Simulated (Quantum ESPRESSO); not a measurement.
## Os4TiPdInRh (one run as intended and one with a planted mistake)

Computed values, not a measurement. The program is pw.x of Quantum ESPRESSO 7.5 (plane-wave density functional theory). The cell is made up: eight metal atoms on a face-centred cubic lattice, with elements, volume, strain and displacements drawn at random and not relaxed, so it may be unstable or far from any real phase. PseudoDojo standard norm-conserving files set the functional (PBE unless stated); there is no spin polarisation or spin-orbit coupling, the Fermi-Dirac width of 0.25 eV means electrons at about 2900 K, and the masses in the input are unused placeholders. Heavy elements are run without spin-orbit coupling, which real alloys of them have. A spin test at this wide smearing found no moment, but such smearing suppresses magnetism that the real alloy may have.

Intended input:

```
&control calculation='scf', pseudo_dir='./dojo.nc.sr.pbe.v0_5.standard.upf', outdir='./o', disk_io='minimal', tprnfor=.true., tstress=.true. /
&system ibrav=0, nat=8, ntyp=5, nbnd=79, ecutwfc=87.97787729, nosym=.true., tot_charge=0,
 occupations='smearing', smearing='fd', degauss=0.0183746611
/
&electrons conv_thr=1.470e-08, electron_maxstep=70, mixing_beta=0.5 /
ATOMIC_SPECIES
In 1.0 In.upf
Os 1.0 Os.upf
Pd 1.0 Pd.upf
Rh 1.0 Rh.upf
Ti 1.0 Ti.upf
CELL_PARAMETERS angstrom
0.0202 1.9843 2.0036
-3.9512 3.9071 -3.9862
-3.9641 -3.954 3.9522
ATOMIC_POSITIONS angstrom
Os -0.0536 0.0086 0.0163
Ti -3.9313 -1.9941 1.9517
Os -4.0527 -0.014 -0.0404
Pd -3.9462 1.9329 -1.9837
Os -1.8659 0.0965 1.9865
In -2.0458 1.9445 0.067
Rh -6.0176 -0.0305 2.0398
Os -5.9704 1.9433 -0.0525
K_POINTS automatic
8 4 4 1 1 1
```

The log is shortened where brackets say so; the opening notice, blank lines, dates and the lines on written files are dropped, and the path of the files is cut. It prints rydbergs, bohrs and kilobars, and counts compression as positive stress. Its total energy is the free energy E - TS of the whole cell.

Log of the intended run:

```
     Program PWSCF v.7.5
     Parallel version (MPI & OpenMP), running on       4 processor cores
     Number of MPI processes:                 4
     Threads/MPI process:                     1
     [start-up lines left out]
     bravais-lattice index     =            0
     lattice parameter (alat)  =       5.3290  a.u.
     unit-cell volume          =     841.3142 (a.u.)^3
     number of atoms/cell      =            8
     number of atomic types    =            5
     number of electrons       =       124.00
     number of Kohn-Sham states=           79
     kinetic-energy cutoff     =      87.9779  Ry
     charge density cutoff     =     351.9115  Ry
     scf convergence threshold =      1.5E-08
     mixing beta               =       0.5000
     number of iterations used =            8  plain     mixing
     Exchange-correlation= PBE
                           (   1   4   3   4   0   0   0)
     [axes and pseudopotential details left out]
   Cartesian axes
     site n.     atom                  positions (alat units)
         1        Os     tau(   1) = (  -0.0190073   0.0030497   0.0057802  )
         2        Ti     tau(   2) = (  -1.3940896  -0.7071336   0.6920980  )
         3        Os     tau(   3) = (  -1.4371396  -0.0049646  -0.0143264  )
         4        Pd     tau(   4) = (  -1.3993734   0.6854312  -0.7034456  )
         5        Os     tau(   5) = (  -0.6616722   0.0342201   0.7044385  )
         6        In     tau(   6) = (  -0.7254670   0.6895448   0.0237591  )
         7        Rh     tau(   7) = (  -2.1339185  -0.0108157   0.7233394  )
         8        Os     tau(   8) = (  -2.1171808   0.6891192  -0.0186172  )
     number of k points=    64  Fermi-Dirac smearing, width (Ry)=  0.0184
                       cart. coord. in units 2pi/alat
        k(    1) = (  -0.0895241   0.0449423   0.0443592), wk =   0.0312500
        k(    2) = (  -0.1785212   0.0006300   0.0891418), wk =   0.0312500
     [further k points left out]
     Dense  grid:    93735 G-vectors     FFT dimensions: (  32,  80,  80)
     Estimated max dynamical RAM per process >     416.49 MB
     Estimated total dynamical RAM >       1.56 GB
     Initial potential from superposition of free atoms
     starting charge     123.9929, renormalised to     124.0000
     Starting wfcs are   78 randomized atomic wfcs +    1 random wfcs
     total cpu time spent up to now is        7.5 secs
     per-process dynamical memory:   328.3 Mb
     Self-consistent Calculation
     iteration #  1     ecut=    87.98 Ry     beta= 0.50
     Davidson diagonalization with overlap
     ethr =  1.00E-02,  avg # of iterations =  3.0
     total cpu time spent up to now is       29.0 secs
     total energy              =   -1552.78332284 Ry
     estimated scf accuracy    <      20.58005120 Ry
     iteration #  2     ecut=    87.98 Ry     beta= 0.50
     Davidson diagonalization with overlap
     ethr =  1.00E-02,  avg # of iterations =  3.3
     total cpu time spent up to now is       54.2 secs
     total energy              =   -1555.68107629 Ry
     estimated scf accuracy    <     138.50073714 Ry
     [iterations 3 to 23 left out]
     iteration # 24     ecut=    87.98 Ry     beta= 0.50
     Davidson diagonalization with overlap
     ethr =  1.57E-10,  avg # of iterations =  1.0
     total cpu time spent up to now is      437.0 secs
     total energy              =   -1566.64851612 Ry
     estimated scf accuracy    <       0.00000002 Ry
     iteration # 25     ecut=    87.98 Ry     beta= 0.50
     Davidson diagonalization with overlap
     ethr =  1.25E-11,  avg # of iterations =  2.0
     total cpu time spent up to now is      454.2 secs
     End of self-consistent calculation
     [lines on levels left out]
!    total energy              =   -1566.64851611 Ry
     estimated scf accuracy    <       0.00000001 Ry
     smearing contrib. (-TS)   =      -0.12382560 Ry
     internal energy E=F+TS    =   -1566.52469051 Ry
     The total energy is F=E-TS. E is the sum of the following terms:
     one-electron contribution =    -342.84318608 Ry
     hartree contribution      =     253.89019555 Ry
     xc contribution           =    -302.76381066 Ry
     ewald contribution        =   -1174.80788931 Ry
     convergence has been achieved in  25 iterations
     Forces acting on atoms (cartesian axes, Ry/au):
     atom    1 type  2   force =     0.06654924    0.00866558   -0.00022487
     atom    2 type  5   force =     0.02306805    0.03045145   -0.02423982
     atom    3 type  2   force =    -0.04808995   -0.05225015    0.05795579
     atom    4 type  3   force =    -0.05006480    0.01072788   -0.00225209
     atom    5 type  2   force =    -0.04950965   -0.05473703    0.03671772
     atom    6 type  1   force =     0.00205701    0.02730907   -0.03844417
     atom    7 type  4   force =     0.05483655    0.03217537   -0.04830981
     atom    8 type  2   force =     0.00115355   -0.00234217    0.01879726
     Total force =     0.182590     Total SCF correction =     0.000553
     Computing stress (Cartesian axis) and pressure
          total   stress  (Ry/bohr**3)                   (kbar)     P=      -34.84
  -0.00023926  -0.00000807  -0.00015046          -35.20       -1.19      -22.13
  -0.00000807  -0.00020207   0.00005310           -1.19      -29.73        7.81
  -0.00015046   0.00005310  -0.00026916          -22.13        7.81      -39.59
     init_run     :      6.95s CPU      7.21s WALL (       1 calls)
     electrons    :    436.15s CPU    446.70s WALL (       1 calls)
     forces       :      2.72s CPU      2.74s WALL (       1 calls)
     stress       :      8.99s CPU      9.24s WALL (       1 calls)
     [timing details left out]
     PWSCF        :   7m35.15s CPU   7m46.25s WALL
     JOB DONE.
```

A second run has one planted mistake: the cell and the positions are scaled by a wrong factor. The input lines that differ:

```
- 0.0202 1.9843 2.0036
- -3.9512 3.9071 -3.9862
- -3.9641 -3.954 3.9522
+ 0.0198 1.9494 1.9683
+ -3.8817 3.8383 -3.916
+ -3.8943 -3.8844 3.8826
- Os -0.0536 0.0086 0.0163
- Ti -3.9313 -1.9941 1.9517
- Os -4.0527 -0.014 -0.0404
- Pd -3.9462 1.9329 -1.9837
- Os -1.8659 0.0965 1.9865
- In -2.0458 1.9445 0.067
- Rh -6.0176 -0.0305 2.0398
- Os -5.9704 1.9433 -0.0525
+ Os -0.0527 0.0084 0.016
+ Ti -3.8621 -1.959 1.9174
+ Os -3.9814 -0.0138 -0.0397
+ Pd -3.8767 1.8989 -1.9488
+ Os -1.8331 0.0948 1.9515
+ In -2.0098 1.9103 0.0658
+ Rh -5.9117 -0.03 2.0039
+ Os -5.8653 1.9091 -0.0516
```

Its log:

```
     Program PWSCF v.7.5
     Parallel version (MPI & OpenMP), running on       4 processor cores
     Number of MPI processes:                 4
     Threads/MPI process:                     1
     [start-up lines left out]
     bravais-lattice index     =            0
     lattice parameter (alat)  =       5.2352  a.u.
     unit-cell volume          =     797.6619 (a.u.)^3
     number of atoms/cell      =            8
     number of atomic types    =            5
     number of electrons       =       124.00
     number of Kohn-Sham states=           79
     kinetic-energy cutoff     =      87.9779  Ry
     charge density cutoff     =     351.9115  Ry
     scf convergence threshold =      1.5E-08
     mixing beta               =       0.5000
     number of iterations used =            8  plain     mixing
     Exchange-correlation= PBE
                           (   1   4   3   4   0   0   0)
     [axes and pseudopotential details left out]
   Cartesian axes
     site n.     atom                  positions (alat units)
         1        Os     tau(   1) = (  -0.0190230   0.0030321   0.0057755  )
         2        Ti     tau(   2) = (  -1.3940912  -0.7071346   0.6921184  )
         3        Os     tau(   3) = (  -1.4371546  -0.0049813  -0.0143304  )
         4        Pd     tau(   4) = (  -1.3993613   0.6854405  -0.7034528  )
         5        Os     tau(   5) = (  -0.6616889   0.0342197   0.7044274  )
         6        In     tau(   6) = (  -0.7254718   0.6895555   0.0237516  )
         7        Rh     tau(   7) = (  -2.1339295  -0.0108290   0.7233421  )
         8        Os     tau(   8) = (  -2.1171806   0.6891224  -0.0186259  )
     number of k points=    64  Fermi-Dirac smearing, width (Ry)=  0.0184
                       cart. coord. in units 2pi/alat
        k(    1) = (  -0.0895238   0.0449407   0.0443587), wk =   0.0312500
        k(    2) = (  -0.1785203   0.0006274   0.0891416), wk =   0.0312500
     [further k points left out]
     Dense  grid:    88915 G-vectors     FFT dimensions: (  32,  75,  75)
     Estimated max dynamical RAM per process >     394.92 MB
     Estimated total dynamical RAM >       1.48 GB
     Initial potential from superposition of free atoms
     starting charge     123.9929, renormalised to     124.0000
     Starting wfcs are   78 randomized atomic wfcs +    1 random wfcs
     total cpu time spent up to now is        5.9 secs
     per-process dynamical memory:   311.1 Mb
     Self-consistent Calculation
     iteration #  1     ecut=    87.98 Ry     beta= 0.50
     Davidson diagonalization with overlap
     ethr =  1.00E-02,  avg # of iterations =  3.0
     total cpu time spent up to now is       24.0 secs
     total energy              =   -1553.35840372 Ry
     estimated scf accuracy    <      19.79103958 Ry
     iteration #  2     ecut=    87.98 Ry     beta= 0.50
     Davidson diagonalization with overlap
     ethr =  1.00E-02,  avg # of iterations =  3.2
     total cpu time spent up to now is       44.9 secs
     total energy              =   -1556.49974996 Ry
     estimated scf accuracy    <     127.73455987 Ry
     [iterations 3 to 21 left out]
     iteration # 22     ecut=    87.98 Ry     beta= 0.50
     Davidson diagonalization with overlap
     ethr =  1.80E-11,  avg # of iterations =  2.0
     total cpu time spent up to now is      344.9 secs
     total energy              =   -1566.63917607 Ry
     estimated scf accuracy    <       0.00000003 Ry
     iteration # 23     ecut=    87.98 Ry     beta= 0.50
     Davidson diagonalization with overlap
     ethr =  1.80E-11,  avg # of iterations =  1.0
     total cpu time spent up to now is      358.2 secs
     End of self-consistent calculation
     [lines on levels left out]
!    total energy              =   -1566.63917607 Ry
     estimated scf accuracy    <          5.0E-09 Ry
     smearing contrib. (-TS)   =      -0.11518806 Ry
     internal energy E=F+TS    =   -1566.52398801 Ry
     The total energy is F=E-TS. E is the sum of the following terms:
     one-electron contribution =    -311.84748933 Ry
     hartree contribution      =     244.42124044 Ry
     xc contribution           =    -303.23874362 Ry
     ewald contribution        =   -1195.85899549 Ry
     convergence has been achieved in  23 iterations
     Forces acting on atoms (cartesian axes, Ry/au):
     atom    1 type  2   force =     0.08062005    0.01449559   -0.00379240
     atom    2 type  5   force =     0.01794859    0.03501639   -0.02745255
     atom    3 type  2   force =    -0.05042504   -0.06135047    0.06961523
     atom    4 type  3   force =    -0.05326891    0.01155415   -0.00118765
     atom    5 type  2   force =    -0.06684592   -0.06848419    0.04586232
     atom    6 type  1   force =     0.00689775    0.03597453   -0.04953315
     atom    7 type  4   force =     0.06445665    0.03229643   -0.05208772
     atom    8 type  2   force =     0.00061682    0.00049756    0.01857593
     Total force =     0.215557     Total SCF correction =     0.000357
     Computing stress (Cartesian axis) and pressure
          total   stress  (Ry/bohr**3)                   (kbar)     P=      104.37
   0.00070882  -0.00001934  -0.00018198          104.27       -2.85      -26.77
  -0.00001934   0.00075287   0.00004883           -2.85      110.75        7.18
  -0.00018198   0.00004883   0.00066684          -26.77        7.18       98.10
     init_run     :      5.50s CPU      5.76s WALL (       1 calls)
     electrons    :    343.20s CPU    352.26s WALL (       1 calls)
     forces       :      2.57s CPU      2.58s WALL (       1 calls)
     stress       :      8.58s CPU      8.80s WALL (       1 calls)
     [timing details left out]
     PWSCF        :   6m 0.01s CPU   6m 9.58s WALL
     JOB DONE.
```

|  | intended run | run with the mistake |
| --- | --- | --- |
| free energy (eV) | -21315.339 | -21315.212 |
| entropy term -TS, part of it (eV) | -1.685 | -1.567 |
| pressure (GPa) | -3.48 | 10.44 |
| size of the largest force component (eV/Å) | 1.711 | 2.073 |
| largest change of a force component (eV/Å) |  | 0.446 |
| iterations | 25 | 23 |

For scale, a rerun of the intended cell at a higher cutoff and on a denser mesh moved values by no more than 0.002 eV in energy, 0.07 GPa in stress and 0.011 eV/Å in force, and a second program with other atomic files agreed on that cell to 2 % rms in force and 0.5 GPa in pressure.